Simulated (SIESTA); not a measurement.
**Equation of state of InSb3 under LDA**

```cif
data_structure
_symmetry_space_group_name_H-M 'Fm-3m'
_symmetry_Int_Tables_number 225
_cell_length_a 7.5891
_cell_length_b 7.5891
_cell_length_c 7.5891
_cell_angle_alpha 90.000
_cell_angle_beta 90.000
_cell_angle_gamma 90.000
_cell_volume 437.09
loop_
_atom_site_label
_atom_site_type_symbol
_atom_site_symmetry_multiplicity
_atom_site_Wyckoff_symbol
_atom_site_fract_x
_atom_site_fract_y
_atom_site_fract_z
_atom_site_occupancy
Sb1 Sb 4 b 0.50000 0.00000 0.00000 1
Sb2 Sb 8 c 0.25000 0.25000 0.75000 1
In1 In 4 a 0.00000 0.00000 0.00000 1
```

The cell comes from a database or a generator and needn't be the stable form of this composition.

The cell was scaled at fixed shape and fractions and run with SIESTA, files PseudoDojo sr-lda-0.4.1-standard, DZP (energy shift 0.003 Ry; two zetas on semicore shells); LDA, k mesh 6 × 6 × 6 on the cell of 4 atoms, fermi-dirac occupations of 0.05 eV, no spin polarisation, no spin-orbit coupling. Energies are those that the program minimises, any entropy of the smearing included. For a metal such a mesh isn't converged to the digits shown.

```tsv
V (Å³/atom)	energy over the lowest row (meV/atom)
25.6791	0.00
26.2255	?
26.7719	5.11
27.3182	13.57
27.8646	25.33
28.4110	40.18
28.9573	57.65
```

Fit the third-order Birch-Murnaghan form, give V0, B0 and B′, and predict the energy left open.

With y = (V0/V)^(2/3), E = E0 + (9 V0 B0/16) [(y - 1)³ B′ + (y - 1)² (6 - 4y)]. Least squares through the rows shown give V0 = 25.8953 Å³/atom, E0 = -0.36 meV, B0 = 62.76 GPa (1 eV/Å³ = 160.218 GPa) and B′ = 4.39, with a largest miss of 0.02 meV. At V = 26.2255 the form with these constants gives 0.45 meV; the run gave 0.44 meV an atom.
